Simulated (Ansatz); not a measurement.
Sr$_{3}$BiN:
```
CELL_PARAMETERS angstrom
      5.22353     0.00000     0.00000
      0.00000     5.22353     0.00000
      0.00000     0.00000     5.22353
ATOMIC_POSITIONS crystal
  Sr 0.50000 0.50000 0.00000
  Sr 0.00000 0.50000 0.50000
  Sr 0.50000 0.00000 0.50000
  Bi 0.00000 0.00000 0.00000
  N  0.50000 0.50000 0.50000
```

Relaxed with r²SCAN. Special points in fractions of this cell's reciprocal vectors: Γ (0.000, 0.000, 0.000); X (0.000, 0.500, 0.000); M (0.500, 0.500, 0.000); R (0.500, 0.500, 0.500).

List the band energies nearest the valence-band maximum at these points for r²SCAN with spin–orbit coupling (plane waves, PAW; program Ansatz).

In eV from the valence-band maximum; about four levels below and three above (degenerate sets whole), none deeper than 8.9 eV; points with the same levels are listed once.

```json
[
 {"k": "Γ", "below": "0.00 0.00 0.00 0.00", "above": "0.38 0.38 0.38 0.38"},
 {"k": "X", "below": "-0.86 -0.86 -0.81 -0.81", "above": "1.58 1.58 1.96 1.96"},
 {"k": "M", "below": "-1.48 -1.48 -1.10 -1.10", "above": "2.36 2.36 3.06 3.06 3.07 3.07"},
 {"k": "R", "below": "-1.53 -1.53 -1.53 -1.53", "above": "2.06 2.06 2.06 2.06"}
]
```

Space group Pm-3m (anti-perovskite). The workflow started from a Materials Project entry (that database holds measured and hypothetical structures alike); the Crystallography Open Database copy checked does not list it. Its standing as an ambient phase is unchecked. The cell was relaxed with r²SCAN under the symmetry of its start; whether a distortion lowers the energy is not shown.

Potentials: the later of the program's two PAW sets.
